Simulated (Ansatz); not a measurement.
# Lattice vibrations of Al2Ru at Γ at 15 GPa

These are results of Ansatz, DFT LDA, scalar-relativistic, plane waves, PAW, not measurements. Settings: 420 eV plane-wave cutoff, Γ-centred 20×20×20 mesh, Fermi-Dirac smearing of 0.15 eV. No spin polarisation. Phonons by linear response, acoustic sum rule imposed.

The cell, relaxed at 15 GPa:
```xyz
3
Lattice="-1.5163 1.5163 4.0720 1.5163 -1.5163 4.0720 1.5163 1.5163 -4.0720" Properties=species:S:1:pos:R:3 pbc="T T T"
Al    0.0000    0.0000    5.3782
Al    0.0000    0.0000    2.7659
Ru    0.0000    0.0000    0.0000
```

In a metal, frequencies and elastic constants depend on the k mesh and the smearing, soft modes and shear constants most. Other phases may be more stable at this pressure.

Optical modes at Γ; i marks an imaginary frequency:
| frequency (cm⁻¹) | degeneracy |
| --- | --- |
| 295 | 1 |
| 299 | 2 |
| 376 | 2 |
| 491 | 1 |

All 6 optical modes at Γ are real: no displacement of atoms at fixed cell lowers the energy to second order. Strains and modes at other wave vectors aren't tested by this run.

Whether Al2Ru exists in this form wasn't checked.

Cost: 1 run of about 2.1 core-minutes, on AMD EPYC 9R45 (Zen 5) (shared hosts).